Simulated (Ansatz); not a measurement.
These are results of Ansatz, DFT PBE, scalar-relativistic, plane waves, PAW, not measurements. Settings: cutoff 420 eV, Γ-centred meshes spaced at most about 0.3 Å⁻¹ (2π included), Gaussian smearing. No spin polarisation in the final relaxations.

These are static total energies at zero pressure. All come from trial cells, and lower structures may exist.

**Question.** Order these relaxed structures of Zn2CdS3 by energy, lowest first, with the energy over the lowest of them.
A. Space group P3m1 (No. 156), trigonal, a = 3.951 Å, c = 9.775 Å. Around Zn on its first site lie 4 S at 2.35–2.40 Å; around Zn on its second site lie 4 S at 2.35–2.40 Å; around Cd lie 4 S at 2.51–2.55 Å; S on its first site has 4 Zn at 2.35–2.40 Å; 2 more sites not described.
B. Space group I-4m2 (No. 119), tetragonal, a = 3.944 Å, c = 16.956 Å. Zn has 4 S at 2.37 Å; around Cd lie 4 S at 2.54 Å; S on a site of symmetry 2mm is surrounded by 2 Zn at 2.37 Å and 2 Cd at 2.54 Å; S on a site of symmetry -4m2 is surrounded by 4 Zn at 2.37 Å.

**Answer.** B (0 meV/atom), A (13 meV/atom). Forms: B Zn and Cd ordered on zinc blende sites, I-4m2; A Zn and Cd ordered on zinc blende sites, P3m1. Counting S atoms around Cd and Zn (those within 1.25 times the shortest such distance or 1.15 times the sum of covalent radii): B has Zn 4, Cd 4; A has Zn 4, Cd 4.

Cells relaxed within their symmetry can be saddle points. Some structure types and database cells were kept out of the candidates from the start, so a known form may be missing.
